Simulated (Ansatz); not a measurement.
NbAs (CsCl type, Pm-3m), a = 3.2087 Å, b = 3.2087 Å, c = 3.2087 Å, α = 90.00°, β = 90.00°, γ = 90.00°.

This is the r²SCAN-relaxed structure.

**Question.** All from DFT-r²SCAN in the program Ansatz with PAW potentials, unless another level is named. Estimate the Young's modulus.

**Answer.** 289 GPa.

**Question.** Give the elastic constants (relaxed ions, GPa).

**Answer.** C11 = 339, C12 = 92.9, C44 = 114.

A made-up cell: these elements were put on the sites of a structure type; neither database checked (COD, Materials Project) lists it. COD files the formula under space group No. 109, so this cell is another polymorph or a model. Its standing as an ambient phase is unchecked. Symmetry was held in the r²SCAN relaxation; whether a distortion lowers the energy is not shown. The run is not spin-polarised. As this level gives no gap, shear constants depend on the k-mesh and smearing (Fermi–Dirac, 0.1 eV here).

Potentials: the later of the program's two PAW sets.
